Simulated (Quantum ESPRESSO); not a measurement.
# CuSnNbLi3Mo2: input and log of a self-consistent run

Simulated, not a measurement. The program is pw.x of Quantum ESPRESSO 7.5 (plane-wave density functional theory). The cell is made up: eight metal atoms on a hexagonal close-packed lattice, with elements, volume, strain and displacements drawn at random and not relaxed, so it may be unstable or far from any real phase. PseudoDojo standard norm-conserving files set the functional (PBE unless stated); there is no spin polarisation or spin-orbit coupling, the Fermi-Dirac width of 0.25 eV means electrons at about 2900 K, and the masses in the input are unused placeholders. The copper pseudopotential is less sure than most, with forces differing by about three percent and pressure by about two GPa from a second method on plain copper. The tin pseudopotential is less sure than most, with forces differing by about three percent from a second method on plain tin. A spin test at this wide smearing found no moment, but such smearing suppresses magnetism that the real alloy may have.

Input:

```
&control calculation='scf', pseudo_dir='./dojo.nc.sr.pbe.v0_5.standard.upf', outdir='./o', disk_io='medium', tprnfor=.true., tstress=.true. /
&system ibrav=0, nat=8, ntyp=5, nbnd=54, ecutwfc=92.02030273, nosym=.true., tot_charge=0,
 occupations='smearing', smearing='fd', degauss=0.0183746611
/
&electrons conv_thr=1.470e-08, electron_maxstep=70, mixing_beta=0.5 /
ATOMIC_SPECIES
Cu 1.0 Cu.upf
Li 1.0 Li.upf
Mo 1.0 Mo.upf
Nb 1.0 Nb.upf
Sn 1.0 Sn.upf
CELL_PARAMETERS angstrom
-2.9623 -0.0219 -0.0236
0.0007 5.067 -4.7218
-0.0754 -5.0562 -4.71
ATOMIC_POSITIONS angstrom
Cu 0.032 -0.0355 0.0338
Sn -0.0504 1.6574 -2.3768
Nb -0.0634 0.1467 -4.7689
Li -0.0901 1.7379 -7.104
Mo -1.5214 -0.8705 -2.3987
Mo -1.5429 -2.4518 -4.6759
Li -1.5126 -0.8052 -7.0747
Li -1.4945 2.5448 -4.7253
K_POINTS automatic
8 4 4 1 1 1
```

The log is shortened where brackets say so; the opening notice, blank lines, dates and the lines on written files are dropped, and the path of the files is cut. It prints rydbergs, bohrs and kilobars, and counts compression as positive stress. Its total energy is the free energy E - TS of the whole cell.

```
     Program PWSCF v.7.5
     Parallel version (MPI & OpenMP), running on       1 processor cores
     Number of MPI processes:                 1
     Threads/MPI process:                     1
     [start-up lines left out]
     bravais-lattice index     =            0
     lattice parameter (alat)  =       5.5983  a.u.
     unit-cell volume          =     954.2361 (a.u.)^3
     number of atoms/cell      =            8
     number of atomic types    =            5
     number of electrons       =        83.00
     number of Kohn-Sham states=           54
     kinetic-energy cutoff     =      92.0203  Ry
     charge density cutoff     =     368.0812  Ry
     scf convergence threshold =      1.5E-08
     mixing beta               =       0.5000
     number of iterations used =            8  plain     mixing
     Exchange-correlation= PBE
                           (   1   4   3   4   0   0   0)
     [axes and pseudopotential details left out]
   Cartesian axes
     site n.     atom                  positions (alat units)
         1        Cu     tau(   1) = (   0.0108018  -0.0119832   0.0114094  )
         2        Sn     tau(   2) = (  -0.0170128   0.5594646  -0.8023021  )
         3        Nb     tau(   3) = (  -0.0214010   0.0495194  -1.6097689  )
         4        Li     tau(   4) = (  -0.0304138   0.5866379  -2.3979950  )
         5        Mo     tau(   5) = (  -0.5135571  -0.2938421  -0.8096946  )
         6        Mo     tau(   6) = (  -0.5208145  -0.8276188  -1.5783762  )
         7        Li     tau(   7) = (  -0.5105866  -0.2717998  -2.3881046  )
         8        Li     tau(   8) = (  -0.5044768   0.8590115  -1.5950515  )
     number of k points=    64  Fermi-Dirac smearing, width (Ry)=  0.0184
                       cart. coord. in units 2pi/alat
        k(    1) = (  -0.0618848   0.0003743  -0.0780330), wk =   0.0312500
        k(    2) = (  -0.0607169  -0.0728867  -0.1566497), wk =   0.0312500
     [further k points left out]
     Dense  grid:   113731 G-vectors     FFT dimensions: (  36,  80,  80)
     Estimated max dynamical RAM per process >     168.66 MB
     Initial potential from superposition of free atoms
     starting charge      82.9793, renormalised to      83.0000
     Starting wfcs are   55 randomized atomic wfcs
     total cpu time spent up to now is       35.8 secs
     per-process dynamical memory:    98.1 Mb
     Self-consistent Calculation
     iteration #  1     ecut=    92.02 Ry     beta= 0.50
     Davidson diagonalization with overlap
     ethr =  1.00E-02,  avg # of iterations =  5.4
     total cpu time spent up to now is      135.9 secs
     total energy              =    -980.76515528 Ry
     estimated scf accuracy    <       7.37429121 Ry
     iteration #  2     ecut=    92.02 Ry     beta= 0.50
     Davidson diagonalization with overlap
     ethr =  8.88E-03,  avg # of iterations =  3.0
     total cpu time spent up to now is      246.0 secs
     total energy              =    -982.89004509 Ry
     estimated scf accuracy    <      36.41846460 Ry
     iteration #  3     ecut=    92.02 Ry     beta= 0.50
     Davidson diagonalization with overlap
     ethr =  8.88E-03,  avg # of iterations =  4.9
     total cpu time spent up to now is      351.8 secs
     total energy              =    -985.15751665 Ry
     estimated scf accuracy    <       6.93250117 Ry
     iteration #  4     ecut=    92.02 Ry     beta= 0.50
     Davidson diagonalization with overlap
     ethr =  8.35E-03,  avg # of iterations =  1.1
     total cpu time spent up to now is      429.2 secs
     total energy              =    -985.56255051 Ry
     estimated scf accuracy    <       5.77145621 Ry
     iteration #  5     ecut=    92.02 Ry     beta= 0.50
     Davidson diagonalization with overlap
     ethr =  6.95E-03,  avg # of iterations =  1.0
     total cpu time spent up to now is      515.1 secs
     total energy              =    -985.68943913 Ry
     estimated scf accuracy    <       1.65772526 Ry
     [iterations 6 to 13 left out]
     iteration # 14     ecut=    92.02 Ry     beta= 0.50
     Davidson diagonalization with overlap
     ethr =  1.18E-08,  avg # of iterations =  2.0
     total cpu time spent up to now is     1192.0 secs
     total energy              =    -985.56007079 Ry
     estimated scf accuracy    <       0.00000160 Ry
     iteration # 15     ecut=    92.02 Ry     beta= 0.50
     Davidson diagonalization with overlap
     ethr =  1.92E-09,  avg # of iterations =  2.0
     total cpu time spent up to now is     1269.3 secs
     total energy              =    -985.56007096 Ry
     estimated scf accuracy    <       0.00000056 Ry
     iteration # 16     ecut=    92.02 Ry     beta= 0.50
     Davidson diagonalization with overlap
     ethr =  6.79E-10,  avg # of iterations =  1.5
     total cpu time spent up to now is     1335.6 secs
     total energy              =    -985.56007096 Ry
     estimated scf accuracy    <       0.00000103 Ry
     iteration # 17     ecut=    92.02 Ry     beta= 0.50
     Davidson diagonalization with overlap
     ethr =  6.79E-10,  avg # of iterations =  1.0
     total cpu time spent up to now is     1402.1 secs
     total energy              =    -985.56007102 Ry
     estimated scf accuracy    <       0.00000003 Ry
     iteration # 18     ecut=    92.02 Ry     beta= 0.50
     Davidson diagonalization with overlap
     ethr =  4.01E-11,  avg # of iterations =  2.0
     total cpu time spent up to now is     1485.7 secs
     End of self-consistent calculation
     [lines on levels left out]
!    total energy              =    -985.56007102 Ry
     estimated scf accuracy    <          3.3E-09 Ry
     smearing contrib. (-TS)   =      -0.10139677 Ry
     internal energy E=F+TS    =    -985.45867426 Ry
     The total energy is F=E-TS. E is the sum of the following terms:
     one-electron contribution =    -587.85215797 Ry
     hartree contribution      =     321.61724972 Ry
     xc contribution           =    -167.84566116 Ry
     ewald contribution        =    -551.37810485 Ry
     convergence has been achieved in  18 iterations
     Forces acting on atoms (cartesian axes, Ry/au):
     atom    1 type  1   force =    -0.00235476    0.01352885   -0.01815489
     atom    2 type  5   force =     0.00393152    0.02060225    0.03067696
     atom    3 type  4   force =     0.00226801   -0.07690170    0.03259660
     atom    4 type  2   force =     0.00273662   -0.00558228   -0.00698704
     atom    5 type  3   force =     0.00417198   -0.01708041   -0.03965529
     atom    6 type  3   force =    -0.00673106    0.03554789    0.02461701
     atom    7 type  2   force =    -0.00130787   -0.00251518   -0.02261546
     atom    8 type  2   force =    -0.00271444    0.03240060   -0.00047789
     Total force =     0.119757     Total SCF correction =     0.000279
     Computing stress (Cartesian axis) and pressure
          total   stress  (Ry/bohr**3)                   (kbar)     P=      -62.89
  -0.00070501  -0.00003049  -0.00000468         -103.71       -4.48       -0.69
  -0.00003049  -0.00027121  -0.00010430           -4.48      -39.90      -15.34
  -0.00000468  -0.00010430  -0.00030634           -0.69      -15.34      -45.06
     init_run     :     33.57s CPU     35.46s WALL (       1 calls)
     electrons    :   1380.67s CPU   1449.92s WALL (       1 calls)
     forces       :     13.90s CPU     14.02s WALL (       1 calls)
     stress       :     50.39s CPU     50.56s WALL (       1 calls)
     [timing details left out]
     PWSCF        :  24m39.15s CPU  25m51.11s WALL
     JOB DONE.
```

In other units: free energy -13409.228 eV for the cell, pressure -6.29 GPa, largest force component 1.977 eV/Å in size. The run took 1552 s of wall time with one process on a shared machine (AMD EPYC, Zen 5, virtual cores), so the time is rough. A rerun of this cell at a higher cutoff and on a denser mesh moved values by no more than 0.005 eV in energy, 0.02 GPa in stress and 0.006 eV/Å in force, and a second program with other atomic files agreed on that cell to 2 % rms in force and 0.5 GPa in pressure.